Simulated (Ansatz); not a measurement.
Computed with Ansatz, DFT PBE, scalar-relativistic, plane waves, PAW. All cells share a 420 eV cutoff and Γ-centred k meshes spaced at most about 0.3 Å⁻¹ (about 0.25 or finer for metals, 2π included). No spin polarisation in the final relaxations.

These are static total energies at zero pressure.

Two forms of ZrB2W3 were relaxed alike.

1.

```
Zr B W
1.0
     3.02684   -4.62536    0.00000
     3.02684    4.62536    0.00000
     0.00000    0.00000    3.07111
Zr B W
1 2 3
Cartesian
  3.0268 0.0000 0.0000
  3.0268 2.4213 0.0000
  3.0268 -2.4213 0.0000
  0.0000 0.0000 0.0000
  1.5134 -2.3127 1.5356
  1.5134 2.3127 1.5356
```

2.

```
Zr B W
1.0
     5.40884    0.00000    0.00000
    -2.70442    4.68419    0.00000
     0.00000    0.00000    3.38081
Zr B W
1 2 3
Cartesian
  0.0000 0.0000 1.6904
  0.0000 3.1228 1.6904
  2.7044 1.5614 1.6904
  -1.3522 2.3421 0.0000
  2.7044 0.0000 0.0000
  1.3522 2.3421 0.0000
```

Question: Which is lower in energy, and by how much?

Answer: Cell 2 is lower, by 73 meV/atom. Cell 1 has space group Cmmm (No. 65), 14.3 Å³/atom and no gap on its mesh; cell 2 has space group P6/mmm (No. 191), 14.3 Å³/atom and no gap. Counting B atoms around W and Zr (those within 1.25 times the shortest such distance or 1.15 times the sum of covalent radii; the shortest distance is added where it is long for a bond; a slash parts the counts of unlike sites), cell 1 has Zr 2, W 2/4 and cell 2 has Zr 6 from 3.1 Å, W 4. In cell 1, Zr is surrounded by 2 B at 2.42 Å, 10 W at 3.03–3.16 Å and 2 Zr at 3.07 Å; around B lie 5 W at 2.16–2.20 Å and 1 Zr at 2.42 Å; W on a site of symmetry mmm has 2 B at 2.20 Å, 2 Zr at 3.03 Å and 10 W at 3.07–3.16 Å; 1 more site not described. In cell 2, Zr has 6 B at 3.12 Å, 12 W at 3.19 Å and 2 Zr at 3.38 Å; around B lie 6 W at 2.30 Å, 3 Zr at 3.12 Å and 3 B at 3.12 Å; W is surrounded by 4 B at 2.30 Å, 4 W at 2.70 Å, 4 Zr at 3.19 Å and 2 W at 3.38 Å. Both come from invented guesses.

Spin–orbit coupling, which can matter for W, is left out. Cells relaxed within their symmetry can be saddle points.
